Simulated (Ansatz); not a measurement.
Consider the following.

ScAl3:
Space group Pm-3m (No. 221); a = b = c = 4.086 Å, α = β = γ = 90.00°

```
atom  site  symmetry       x       y       z
----  ----  --------  ------  ------  ------
Al      3c    4/mm.m  0.0000  0.5000  0.5000
Sc      1a      m-3m  0.0000  0.0000  0.0000
```

This is the r²SCAN-relaxed structure.

Q: All from plane-wave PAW r²SCAN (Ansatz code), unless another level is named. Give the formation energy from the elements (no fitted shifts).

A: -0.49 eV/atom.

Q: What about the density of states at the Fermi level?

A: 0.31 states/eV per atom (mean over ±0.08 eV).

The cell was relaxed with r²SCAN under the symmetry of its start; of distortions, only those at the zone centre were tested. No spin polarisation was allowed. The references are the lowest solids computed at this level, not always the standard phases.

Potentials: the later of the program's two PAW sets.
